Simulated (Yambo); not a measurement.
## Convergence of the G0W0 gap of Na2PtH6

G0W0@PBEsol for Na$_{2}$PtH$_{6}$ (space group Fm-3m, No. 225) in Yambo. Reference settings: 4×4×4 Γ-centred k mesh, bands 7 to 140 and a 7 Ry block in the screening, 140 bands in G with the Bruneval-Gonze terminator, plasmon pole fitted at 27.2 eV. The PBEsol gap (0, 0.25, -0.25) → X on this mesh is 3.47 eV; G0W0 gaps are taken between the same points.

| change from the reference | G0W0 gap (0, 0.25, -0.25) → X (eV) | shift of the valence edge (eV) |
|---|---|---|
| reference settings | 5.73 | -1.41 |
| 67 bands in W | 5.68 | -1.22 |
| 3 Ry block | 5.53 | -1.20 |
| 56 bands in G, no terminator | 5.75 | -0.97 |

The reference isn't shown to be the converged limit.

Without spin-orbit coupling, band edges of such heavy elements can be off by tenths of an eV.

Geometry of the Materials Project entry, not relaxed at this level; primitive cell a = 5.1326 Å, b = 5.1326 Å, c = 5.1326 Å, α = 60.00°, β = 60.00°, γ = 60.00°.

The structure is a Materials Project entry; no match was found in the copy of COD used, and its stability was not checked.

A shift is the quasiparticle energy of the state minus its PBEsol energy.
